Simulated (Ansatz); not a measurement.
## ZnIn$_{2}$O$_{4}$: pressure against volume

ZnIn$_{2}$O$_{4}$, Fd-3m, a = 8.922 Å. The structure is a Materials Project entry; whether it is the stable form wasn't checked. Ansatz: PBEsol, PAW, 420 eV, Γ-centred 6×6×6 mesh on 14 atoms, Gaussian smearing 0.02 eV; no spin polarisation. Shape and atoms are relaxed at each volume; pressure is positive in compression.

| V (Å³/atom) | P (GPa) |
| --- | --- |
| 11.161 | ? |
| 11.541 | 17.67 |
| 11.922 | 10.75 |
| 12.302 | 4.92 |
| 12.683 | 0.01 |
| 13.063 | -4.13 |
| 13.444 | -7.60 |
| 13.951 | -11.39 |

Take V0 = 12.683 Å³/atom, count pressures from its P0 = 0.01 GPa, fit the third-order Birch–Murnaghan form to the other rows, and predict the missing pressure.

With the Eulerian strain f = ½[(V0/V)^(2/3) − 1] and y = (P − P0)/[3f(1 + 2f)^(5/2)], the form is the line y = B0 + 1.5 B0 (B0′ − 4) f. Rows (f, y): 0.03246, 155.0; 0.02106, 153.3; 0.01027, 151.5; -0.00974, 148.8; -0.01905, 146.7; -0.03078, 144.7. Means f = 0.0007033, y = 150.00; Σ(Δf)² = 0.003005, ΣΔfΔy = 0.4849; the slope is their ratio. y = 149.9 + 161.4 f GPa, so B0 = 149.9 GPa and B0′ = 4 + 2 × (161.4)/(3 × 149.9) = 4.72. At V = 11.161, f = 0.04448, y = 157.08 and P = 25.95 GPa. The run gave 25.90 GPa, so the fit is 0.05 GPa too high, a small miss on the scale of the series.

Cost: 8 runs of about 4.8 core-minutes in all, on Oxide Virtual Turin-like Processor (Zen 5) (shared hosts).